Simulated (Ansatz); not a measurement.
TaN:
```cif
data_N3Ta3
_chemical_formula_sum 'Ta3 N3'
_space_group_name_H-M_alt 'P-62m'
_space_group_IT_number 189
_space_group_name_Hall 'P -6 -2'
_cell_length_a 5.14965
_cell_length_b 5.14965
_cell_length_c 2.87428
_cell_angle_alpha 90.000
_cell_angle_beta 90.000
_cell_angle_gamma 120.000
loop_
_atom_site_label
_atom_site_type_symbol
_atom_site_symmetry_multiplicity
_atom_site_Wyckoff_symbol
_atom_site_fract_x
_atom_site_fract_y
_atom_site_fract_z
_atom_site_occupancy
Ta1 Ta 1 a 0.00000 0.00000 0.00000 1
Ta2 Ta 2 d 0.33333 0.66667 0.50000 1
N1 N 3 f 0.00000 0.39337 0.00000 1
```

Relaxed at zero pressure with plane-wave PAW LDA (Ansatz code).

Task: The volume is lowered by 9 % and shape and atoms relax at that volume. What pressure results, and how do the axes share the change?

Result: 39.7 GPa; a -3.3 %, b -3.3 %, c -2.6 %; the energy rises by 113 meV/atom.

Task: Give the new structure.

Result: 
Space group P-62m (No. 189); a = 4.978 Å, b = 4.978 Å, c = 2.799 Å, α = 90.00°, β = 90.00°, γ = 120.00°

```
atom  site  symmetry       x       y       z
----  ----  --------  ------  ------  ------
Ta      1a      -62m  0.0000  0.0000  0.0000
Ta      2d      -6..  0.3333  0.6667  0.5000
N       3f       m2m  0.0000  0.3972  0.0000
```

The phase is kept; no other phase was compared at this pressure.

The cell was relaxed with LDA under the symmetry of its start. No spin polarisation was allowed. Spin–orbit coupling is left out wherever it is not named.

Potentials: the earlier of the program's two PAW sets. The files were generated under PBE; for other functionals the program regenerates the frozen cores, and for LDA and PBEsol the local potential too.
